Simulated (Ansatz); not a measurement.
**Mg: relaxation of cell and atoms**

Computed with DFT, LDA, all-electron LAPW, scalar-relativistic in Ansatz 0.2.0.

Command: `ansatz run input.yaml --threads 1 --pin off --max-ram 2048MiB --backend cpu --events-out ev --progress --plain --runs-dir out` The run took 6.7 s on 1 thread of Intel(R) Xeon(R) Platinum 8559C (Emerald Rapids), on a shared host.

```yaml
crystal:
  lattice:
    - [3.1768806118, 0.0, 0.0]
    - [-1.5884403059, 2.7512593146, 0.0]
    - [0.0, 0.0, 5.1576671086]
  atoms:
    - { symbol: Mg, position: [0.3333333333, 0.6666666667, 0.25] }
    - { symbol: Mg, position: [0.6666666667, 0.3333333333, 0.75] }
kpoints:
  mp_grid: { grid: [12, 12, 7] }
scf:
  occupations: { method: fermi_dirac, width: 0.05 }
hamiltonian:
  xc: lda
  pseudopotentials: { kind: all_electron, lapw: { basis_error: 0.001 } }
output:
  forces: true
  stress: true
relax:
  f_tol: 0.005
  max_steps: 80
  cell: {}
```

The cell comes from COD entry 9012001, which wasn't checked; take it as a given geometry. The listed cell was then made from it by scaling, straining or moving an atom.

Each frame lists the cell vectors (Å), then Cartesian positions (Å); symmetry keeps all forces zero. Free energies count from the first step, -10858.4792 eV.

The walk took 4 evaluations in all; steps that aren't listed are left out.

Step 1: E = 0.0 meV, P = -1.54 GPa

```
cell 3.1769 0.0000 0.0000 -1.5884 2.7513 0.0000 0.0000 0.0000 5.1577
Mg    0.0000    1.8342    1.2894
Mg    1.5884    0.9171    3.8683
```

Step 2: E = -10.2 meV, P = -0.29 GPa

```
cell 3.1506 0.0000 0.0000 -1.5753 2.7285 0.0000 0.0000 0.0000 5.0652
Mg    0.0000    1.8190    1.2663
Mg    1.5753    0.9095    3.7989
```

Task: How does the relaxation end?

Result: It converges, with a = 3.148 Å, b = 3.148 Å, c = 5.030 Å, α = 90.00°, β = 90.00°, γ = 120.00° (conventional cell, space group P6_3/mmc). The last solve (on a basis chosen afresh for the final cell, so its energy is not quite comparable) gives E = -10.7 meV, P = 0.05 GPa:
```
cell 3.1483 0.0000 0.0000 -1.5742 2.7265 0.0000 0.0000 0.0000 5.0303
Mg    0.0000    1.8177    1.2576
Mg    1.5742    0.9088    3.7728
```
